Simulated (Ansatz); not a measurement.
**Profile along the As–Al line in AlAs (zinc blende)**

AlAs (zinc blende), conventional cell a = b = c = 5.675 Å, α = β = γ = 90.00°. The calculation uses the primitive cell of 2 atoms, to which meshes and values per cell refer.

Fields along a shortest As–Al line of a {110} plane (2.46 Å), from As to Al, interpolated on the slice's grid (step about 0.2 Å). Method: PBEsol (plane waves to 420 eV, PAW, scalar-relativistic; Ansatz, a program for electronic structure). k mesh 10×10×10. These are valence fields of a PAW run, semicore shells included where kept as valence: close to a nucleus they are smooth pseudo fields. AlAs was relaxed with its symmetry unable to fall.

```
distance from As (Å)  valence electron density (e/Å³)  electron localisation function  density of the highest valence band (e/Å³)  density of the lowest conduction band (e/Å³)
--------------------  -------------------------------  ------------------------------  ------------------------------------------  --------------------------------------------
0.00                                            33.82                               x                                       0.001                                         0.061
0.25                                            21.95                               x                                       0.024                                         0.073
0.49                                             6.41                               x                                       0.097                                         0.086
0.74                                             1.42                            0.66                                       0.163                                         0.066
0.98                                             0.66                            0.80                                       0.165                                         0.036
1.23                                             0.47                            0.90                                       0.133                                         0.030
1.48                                             0.37                            0.92                                       0.103                                         0.041
1.72                                             0.25                            0.76                                       0.063                                         0.045
1.97                                             0.11                               x                                       0.015                                         0.030
2.21                                             0.07                               x                                       0.001                                         0.019
2.46                                             0.06                               x                                       0.001                                         0.017
```

x: too close to a nucleus for the ELF to mean much. Band densities are of whole bands, smooth part only.

Density on the As–Al line (2.46 Å) at its midpoint: 0.47 e/Å³. ELF at that point: 0.9. ELF maximum in the middle third of the As–Al line: 0.92, 1.5 Å from As.
